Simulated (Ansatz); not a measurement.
Data:

Mn3Sn:
```xyz
16
Lattice="5.3877 0.0000 0.0000 -2.6939 4.6659 0.0000 0.0000 0.0000 8.5087" Properties=species:S:1:pos:R:3 pbc="T T T"
Mn     2.6939     3.2590     7.3982
Mn    -1.4755     3.9625     1.1105
Mn     1.2184     0.7034     7.3982
Mn     0.0000     1.4069     1.1105
Mn     4.1693     0.7034     7.3982
Mn     1.4755     3.9625     1.1105
Sn     0.0000     3.1106     7.4988
Sn     2.6939     1.5553     1.0099
Mn     2.6939     3.2590     3.1438
Mn    -1.4755     3.9625     5.3648
Mn     1.2184     0.7034     3.1438
Mn     0.0000     1.4069     5.3648
Mn     4.1693     0.7034     3.1438
Mn     1.4755     3.9625     5.3648
Sn     0.0000     3.1106     3.2444
Sn     2.6939     1.5553     5.2643
```
The run is spin-polarised; directions of the spins, atom by atom: ↑ ↑ ↑ ↑ ↑ ↑ 0 0 ↓ ↓ ↓ ↓ ↓ ↓ 0 0.

This is the PBEsol-relaxed structure.

Task: All from the program Ansatz at the PBEsol level (PAW), unless another level is named. Predict the density of states at the Fermi level.

Result: 0.73 states/eV per atom (mean over ±0.08 eV).

Task: Next, the formation energy from the elements (no fitted shifts)?

Result: 0.17 eV/atom.

Space group P-3m1. The workflow started from an entry of the Crystallography Open Database (COD); the relaxed space group is not among those it files for this formula. COD files the formula under space group No. 194. Its standing as an ambient phase is unchecked. Symmetry was held in the PBEsol relaxation, as lowered by the spin order; whether a distortion lowers the energy is not shown. The final state is antiferromagnetic, chosen from 5 collinear starts compared on coarse meshes (ties went to the first, and starts can fall back to one state), not a proven ground state. The volume moved by -15 % from the start of the relaxation. Its formation energy is positive at this level, so the cell may be metastable or incomplete. The volume fell by over 15 % from the filed cell, which may lack light atoms or belong to other conditions. The references are the lowest solids computed at this level, not always the standard phases. Scalar-relativistic: spin–orbit coupling is off unless named, which matters more the heavier the elements.

Potentials: the later of the program's two PAW sets.
